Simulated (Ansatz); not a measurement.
NiGe:
```
CELL_PARAMETERS angstrom
      5.37763     0.00000     0.00000
      0.00000     3.49743     0.00000
      0.00000     0.00000     5.84024
ATOMIC_POSITIONS crystal
  Ni 0.50579 0.25000 0.69090
  Ni 0.49421 0.75000 0.30910
  Ni 0.99421 0.75000 0.19090
  Ni 0.00579 0.25000 0.80910
  Ge 0.69023 0.25000 0.08836
  Ge 0.30977 0.75000 0.91164
  Ge 0.80977 0.75000 0.58836
  Ge 0.19023 0.25000 0.41164
```

Relaxed with PBE. Special points in fractions of this cell's reciprocal vectors: Γ (0.000, 0.000, 0.000); X (0.500, 0.000, 0.000); S (0.500, 0.500, 0.000); Y (0.000, 0.500, 0.000); Z (0.000, 0.000, 0.500); U (0.500, 0.000, 0.500); R (0.500, 0.500, 0.500); T (0.000, 0.500, 0.500).

### Question
List the band energies nearest the Fermi level at these points for plane-wave PAW PBE (Ansatz code).

### Answer
In eV from the Fermi level; about four levels below and three above (degenerate sets whole), none deeper than 8.9 eV; points with the same levels are listed once.

```csv
k,below,above
Γ,-1.63 -1.06 -0.93 -0.80,0.60 0.81 3.75
X,-1.63 -1.63 -1.53 -1.53,0.74 0.74 1.43 1.43
S,-1.34 -1.34 -1.34 -1.34,0.26 0.26 0.26 0.26
Y,-1.21 -1.21 -0.50 -0.50,1.93 1.93 2.11 2.11
Z,-1.20 -1.20 -0.19 -0.19,1.03 1.03 2.50 2.50
U,-1.73 -1.73 -0.90 -0.90,0.71 0.71 2.41 2.41
R,-1.52 -1.52 -1.52 -1.52,2.40 2.40 2.40 2.40
T,-1.60 -1.60 -1.47 -1.47,0.40 0.40 0.62 0.62
```

Space group Pnma. Symmetry was held in the PBE relaxation. The run is not spin-polarised. Spin–orbit coupling is left out wherever it is not named.

Potentials: the earlier of the program's two PAW sets.
